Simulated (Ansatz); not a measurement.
Magnetic orders of MoSe

These are results of Ansatz 0.2.0, DFT PBE+U, scalar-relativistic, plane waves, PAW, not measurements.

```
Mo Se
1.0
     3.53335    0.00000    0.00000
     0.00000    3.53335    0.00000
     0.00000    0.00000    3.53335
Mo Se
1 1
Direct
  0.00000 0.00000 0.00000
  0.50000 0.50000 0.50000
```

```
plane-wave cutoff                                : 420 eV
Γ-centred k-mesh                                 : 12×12×12
occupation rule                                  : Gaussian smearing, 0.1 eV
U_eff on Löwdin-orthogonalised atomic d orbitals : Mo 4.38 eV
list of starting moments (μB, in atom order)     : 2 0
check for lower electronic states after the SCF  : on
```

All runs keep this geometry, which stands near equilibrium for the lowest state (largest force there 0.000 eV/Å, pressure 0.0 GPa; forces reach 0.68 eV/Å in another state) and needn't be a stable compound; relaxing each order would shift the differences by some 56 meV/atom, going by the pressures and a bulk modulus of about 150 GPa. A propagation vector, in units of the reciprocal vectors, doubles the cell, which takes an equally dense mesh. The large starts are 3.5 0 μB. The small starts are 0.5 0 μB. Site moments are spin moments in atom-centred spheres that scale with the neighbour distance. The states are those that the runs reached from these starts; a lower one can exist.

Problem. Starts tried: no spin; ferromagnetic; large parallel starting moments; antiferromagnetic, doubled cell, propagation vector (0, 0, 1/2); antiferromagnetic, doubled cell, propagation vector (0, 1/2, 1/2); antiferromagnetic, doubled cell, propagation vector (1/2, 1/2, 1/2); small parallel starting moments. Which state comes out lowest, and what are the moments?

Solution. The lowest state is ferromagnetic, reached from the start “ferromagnetic” and the start “large parallel starting moments” and the start “small parallel starting moments”, with site moments (μB) Mo +3.71, Se -0.41.

| start | ends | energy above lowest (meV/atom) | site moments (μB) | gap on mesh (eV) | P (GPa) |
| --- | --- | --- | --- | --- | --- |
| no spin | non-magnetic | 943 | none over 0.05 | 0.92 | -11.0 |
| ferromagnetic | ferromagnetic | 0.00 | Mo +3.71, Se -0.41 | metal | 0.0 |
| large parallel starting moments | ferromagnetic | 0.00 | Mo +3.71, Se -0.41 | metal | 0.0 |
| antiferromagnetic, doubled cell, propagation vector (0, 0, 1/2) | antiferromagnetic | 264 | Mo +3.60, Mo -3.60 | metal | 0.2 |
| antiferromagnetic, doubled cell, propagation vector (0, 1/2, 1/2) | antiferromagnetic | 6.38 | Mo +3.61, Mo -3.61 | metal | -2.5 |
| antiferromagnetic, doubled cell, propagation vector (1/2, 1/2, 1/2) | antiferromagnetic | 217 | Mo +3.55, Mo -3.57 | metal | -1.0 |
| small parallel starting moments | ferromagnetic | 0.00 | Mo +3.71, Se -0.41 | metal | 0.0 |

Cost: 7 runs of about 14 core-minutes in all, on Arm Neoverse V1 (shared hosts).